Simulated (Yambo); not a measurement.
BSE-type run in Yambo on MgPdF6 (space group R-3, No. 148), at zero momentum.

Quantum ESPRESSO step (PBEsol, PseudoDojo standard norm-conserving files, scalar-relativistic):
```
&CONTROL
  calculation = 'nscf'
  pseudo_dir = './pseudo'
  outdir = './out'
/
&SYSTEM
  ibrav = 0
  nat = 8
  ntyp = 3
  ecutwfc = 84.0
  ecutrho = 336.0
  occupations = 'fixed'
  force_symmorphic = .true.
  nbnd = 74
/
&ELECTRONS
  conv_thr = 8e-09
  diago_full_acc = .true.
  diago_thr_init = 1e-08
/
ATOMIC_SPECIES
F 18.9984 F.upf
Mg 24.3050 Mg.upf
Pd 106.4200 Pd.upf
CELL_PARAMETERS angstrom
  2.465649984000   1.423543682000   4.509990000000
 -2.465649984000   1.423543682000   4.509990000000
  0.000000000000  -2.847087364000   4.509990000000
ATOMIC_POSITIONS crystal
F   0.899670000000   0.610947000000   0.242590000000
F   0.100330000000   0.389053000000   0.757410000000
F   0.242590000000   0.899670000000   0.610947000000
F   0.757410000000   0.100330000000   0.389053000000
F   0.610947000000   0.242590000000   0.899670000000
F   0.389053000000   0.757410000000   0.100330000000
Mg   0.500000000000   0.500000000000   0.500000000000
Pd   0.000000000000   0.000000000000   0.000000000000
K_POINTS automatic
4 4 4 0 0 0
```

Yambo input:
```
rim_cut
optics
bse
bss
dipoles
RandQpts= 1000000
RandGvec= 1 Ry
FFTGvecs= 40 Ry
BSKmod= "HF"
BSEmod= "resonant"
BSSmod= "hs"
BSENGexx= 15 Ry
BSENGBlk= 3 Ry
% KfnQP_E
 11.892 | 1.0 | 1.0 |
%
% BSEQptR
 1 | 1 |
%
% BSEBands
 15 | 38 |
%
% BEnRange
 0.0 | 22.7 | eV
%
% BDmRange
 0.15 | 0.15 | eV
%
BEnSteps= 454
% BLongDir
 1.0 | 0.0 | 0.0 |
%
BSHayTrs= -0.02
BSSNEig= 24
WRbsWF
```

From the report:

The dimension is k points × valence × conduction bands = 64 × 21 × 3 = 4032.
```
  [SLEPC] Approach                          : Krylov-Schur
  [SLEPC] Number of requested eigenvalues   :  24
  [SLEPC] Number of eigenvalues        [NEV]:  24
   [K] Dimension                                    :   4032
   [K] Bands                                        :   15   38
   [K] Exchange res                                 : yes
   [K] Correlation res                              : yes
   [K] W interaction is bare                        : yes
   [K] RL vectors exchange                          :   641
   [K] RL vectors correlation                       :   65
   [W] Matrix size                                  :   65
```
Lowest eigenvalues (eV; in brackets the number of states within 2 meV): 2.44 (2), 2.53 (1), 3.56 (1), 3.59 (2), 7.72 (1), 7.91 (2). They depend on the mesh, which isn't converged, and on the G0W0 scissor.

Spin-orbit coupling is not included.

Geometry of the Materials Project entry, not relaxed at this level.
